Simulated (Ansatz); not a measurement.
## RbIr (CsCl type) from its elements: all-electron against pseudopotential results

```xyz
2
Lattice="3.8079 0.0000 0.0000 0.0000 3.8079 0.0000 0.0000 0.0000 3.8079" Properties=species:S:1:pos:R:3 pbc="T T T"
Rb    0.0000    0.0000    0.0000
Ir    1.9040    1.9040    1.9040
```

The cell comes from a relaxation on PAW files under the same functional, begun from a prototype that needn't be the stable phase.

Computed with Ansatz 0.2.0; functional PBE, scalar-relativistic. Settings: a Γ-centred 9×9×9 k mesh, Fermi–Dirac smearing of 0.05 eV, no spin polarisation. Methods: LAPW: all electrons, basis error target 0.5 meV/atom; PAW: frozen-core files, cutoff 420 eV; crystal datasets: all electrons, by PAW datasets that the program makes for each cell.

The elements are taken as Ir fcc, Rb bcc, each relaxed on PAW files under the same functional and computed by the same method as the compound; zero-point and thermal terms are left out.

Spin–orbit coupling is left out, which matters for the heavy atoms.

(1) What is the formation energy by LAPW, and how far do the other methods lie from it?

(2) Give the LAPW value for one formula unit in kJ/mol.

(3) What Bader charges does the PAW density give?

## Answers

(1) 1.984 eV/atom; PAW +0.2 meV/atom; crystal datasets 0.0 meV/atom. The compound is unstable against these elements; other compounds of the system weren't compared.

(2) 1.984 eV/atom × 2 atoms × 96.485 kJ/(mol·eV) = 382.9 kJ/mol, at zero temperature and without zero-point motion.

(3) Rb1 +0.62 e, Ir2 -0.62 e.
